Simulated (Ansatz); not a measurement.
Nb (bcc (W type), Im-3m) at seven volumes, LDA (plane waves, PAW; program Ansatz), scaled uniformly. One row is withheld.

| V (Å³/atom) | P (GPa) |
|---|---|
| 15.585 | 20.84 |
| 16.098 | 12.89 |
| 16.612 | 6.01 |
| 17.126 | 0.00 |
| 17.640 | ? |
| 18.153 | -9.86 |
| 18.667 | -13.88 |

Task: Fit the shown pressures and predict the withheld one.

Result: P = (3/2)B₀(x^(7/2) − x^(5/2))[1 + (3/4)(B′ − 4)(x − 1)] with x = (V₀/V)^(2/3). Least squares on the six rows gives V₀ = 17.125 Å³/atom, B₀ = 187 GPa, B′ = 3.52. At V = 17.640, x = 0.9804 and P = -5.26 GPa. The run itself gave -5.26 GPa.

The LDA relaxation kept the symmetry of its start. No spin polarisation was allowed.

Potentials: the later of the program's two PAW sets.
